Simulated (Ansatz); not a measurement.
Values for one crystal, relaxed and computed with the program Ansatz at the r²SCAN level (PAW); other levels are named.

| Item | Value |
|---|---|
| Volume per atom | 16.59 Å³ |
| Electronic character | metallic (no gap) |
| Density of states at the Fermi level | 0.43 states/eV per atom (mean over ±0.08 eV) |
| Bulk modulus (Birch–Murnaghan fit) | 75.9 GPa |
| Pressure derivative B′ | 2.3 |
| Formation energy from the elements (no fitted shifts) | 0.37 eV/atom |

Task: Pick the material that matches.
A) AlSiGeN, R3m (Al on 3a, N on 3a, Ge on 3a, Si on 3a)
B) ZnGaNO, P3m1 (Ga on 1b, N on 1b, Zn on 1c, O on 1c)
C) Ta2SiN, P6_3/mmc (Si on 2d, Ta on 4f, N on 2a)
D) AlBRu3, cubic perovskite

Result: A, AlSiGeN, R3m (Al on 3a, N on 3a, Ge on 3a, Si on 3a)

The start of the workflow was typed in or built on a structure type; neither database checked (COD, Materials Project) lists it. Its standing as an ambient phase is unchecked. The cell was relaxed with r²SCAN under the symmetry of its start; its stability against distortions is not shown here. Its formation energy is positive at this level, so the cell may be metastable or incomplete. The references are the lowest solids computed at this level, not always the standard phases (solids in place of the gases). Scalar-relativistic: spin–orbit coupling is off unless named, which matters more the heavier the elements.

Potentials: the earlier of the program's two PAW sets.
